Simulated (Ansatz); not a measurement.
Relaxation of a generated cell, AlCo built in the AFLOW prototype AB_tP4_129_c_c (B11, as in TiCu); 4 atoms in the cell, which starts as P4/nmm, origin choice 1 (No. 129), tP4; a = 2.9719 Å, b = 2.9719 Å, c = 5.6617 Å, α = 90.00°, β = 90.00°, γ = 90.00°. All values below come from r2SCAN (plane waves to 500 eV, PAW, scalar-relativistic; Ansatz, a program for electronic structure). Γ-centred k-mesh 16×16×8 on the run's cell, Fermi–Dirac smearing 0.05 eV. Spin-polarised start, with parallel moments on Co.

The optimiser's lines from the output (shortened; P is positive under compression):

```
relax step   1: F+E_penalty+E_count = -11344.66239165 eV  Δ(F+E_penalty+E_count) = +0.000e0 eV  max|allowed force component| = 1.919e0 eV/Å  Δτ_max = 0.0000 Å  P = +3.629 GPa  Ω = 50.007 Å³  (18 SCF iters, dr2 threshold 1.00e-7 eV, accepted)
relax step   2: F+E_penalty+E_count = -11344.84423941 eV  Δ(F+E_penalty+E_count) = -1.818e-1 eV  max|allowed force component| = 1.157e0 eV/Å  Δτ_max = 0.0536 Å  P = +0.713 GPa  Ω = 50.295 Å³  (14 SCF iters, dr2 threshold 4.00e-7 eV, accepted)
relax step   3: F+E_penalty+E_count = -11344.94907419 eV  Δ(F+E_penalty+E_count) = -1.048e-1 eV  max|allowed force component| = 1.272e-1 eV/Å  Δτ_max = 0.0956 Å  P = +2.564 GPa  Ω = 48.953 Å³  (15 SCF iters, dr2 threshold 4.00e-7 eV, accepted)
relax step   4: F+E_penalty+E_count = -11344.95961326 eV  Δ(F+E_penalty+E_count) = -1.054e-2 eV  max|allowed force component| = 2.642e-2 eV/Å  Δτ_max = 0.0110 Å  P = -0.229 GPa  Ω = 49.824 Å³  (11 SCF iters, dr2 threshold 4.00e-7 eV, accepted)
relax step   5: F+E_penalty+E_count = -11344.96089597 eV  Δ(F+E_penalty+E_count) = -1.283e-3 eV  max|allowed force component| = 2.687e-2 eV/Å  Δτ_max = 0.0015 Å  P = -0.089 GPa  Ω = 49.804 Å³  (9 SCF iters, dr2 threshold 4.00e-7 eV, accepted)
relax step   6: F+E_penalty+E_count = -11344.96097438 eV  Δ(F+E_penalty+E_count) = -7.841e-5 eV  max|allowed force component| = 3.360e-3 eV/Å  Δτ_max = 0.0023 Å  P = -0.002 GPa  Ω = 49.771 Å³  (9 SCF iters, dr2 threshold 4.51e-8 eV, accepted)
relax step   7: F+E_penalty+E_count = -11344.96107437 eV  Δ(F+E_penalty+E_count) = -9.999e-5 eV  max|allowed force component| = 3.291e-3 eV/Å  Δτ_max = 0.0000 Å  P = -0.006 GPa  Ω = 49.771 Å³  stress off target by 2.87e-2 GPa  SCF on the basis re-selected at this cell (its energy is not comparable with the rows above)  (13 SCF iters)
relax step   8: F+E_penalty+E_count = -11344.96107568 eV  Δ(F+E_penalty+E_count) = -1.308e-6 eV  max|allowed force component| = 3.706e-5 eV/Å  Δτ_max = 0.0002 Å  P = -0.000 GPa  Ω = 49.772 Å³  (8 SCF iters, dr2 threshold 2.06e-9 eV, accepted)
relax step   9: F+E_penalty+E_count = -11344.96107622 eV  Δ(F+E_penalty+E_count) = -5.415e-7 eV  max|allowed force component| = 2.520e-5 eV/Å  Δτ_max = 0.0000 Å  P = -0.000 GPa  Ω = 49.772 Å³  stress off target by 6.28e-4 GPa  SCF on the basis re-selected at this cell (its energy is not comparable with the rows above)  (16 SCF iters)
```

From the first to the last row the energy changes by -0.07 eV/atom and the volume by -0.5 %. The last row is marked as not comparable with the walk above it, whose basis was carried along; it does compare with step 1, since both stand on a basis selected at the nominal cutoff for their own cell.

 The final structure: P4/nmm, origin choice 1 (No. 129), tP4, AFLOW prototype AB_tP4_129_c_c (B11, as in TiCu); a = 3.0271 Å, b = 3.0271 Å, c = 5.4317 Å, α = 90.00°, β = 90.00°, γ = 90.00°. Between re-selections the logged energies stand on a plane-wave basis carried along with the cell. Spin state reached: ferromagnetic (net 0.70 μB/atom), from parallel starting moments; other spin orders were not run from this start. r2SCAN tends to overstate moments in metals.

The run could not lose the symmetry of its start, so the end can be a saddle point.

The relaxed structure here is a generated cell of AlCo: the first start was made by placing the elements on the sites of a structure type, and the end was not matched to a known phase here, so it may be hypothetical. Known forms of AlCo include space group No. 221.
